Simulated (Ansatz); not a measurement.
CuAu (L1₀ or tetragonal B2, P4/mmm) at seven volumes, PBE (plane waves, PAW; program Ansatz), shape and atoms relaxed at each. One row is withheld.

```json
[
 {"V (Å³/atom)": "13.652", "P (GPa)": "17.19"},
 {"V (Å³/atom)": "14.102", "P (GPa)": "10.32"},
 {"V (Å³/atom)": "14.552", "P (GPa)": "4.66"},
 {"V (Å³/atom)": "15.002", "P (GPa)": "0.00"},
 {"V (Å³/atom)": "15.452", "P (GPa)": "-3.84"},
 {"V (Å³/atom)": "15.902", "P (GPa)": "?"},
 {"V (Å³/atom)": "16.352", "P (GPa)": "-9.54"}
]
```

Fit the shown pressures and predict the withheld one.

P = (3/2)B₀(x^(7/2) − x^(5/2))[1 + (3/4)(B′ − 4)(x − 1)] with x = (V₀/V)^(2/3). Least squares on the six rows gives V₀ = 15.002 Å³/atom, B₀ = 141 GPa, B′ = 5.53. At V = 15.902, x = 0.9619 and P = -6.99 GPa. The run itself gave -6.98 GPa.

The cell was relaxed with PBE under the symmetry of its start; of distortions, only those at the zone centre were tested. The run is not spin-polarised. Spin–orbit coupling is left out wherever it is not named.

Potentials: the later of the program's two PAW sets.
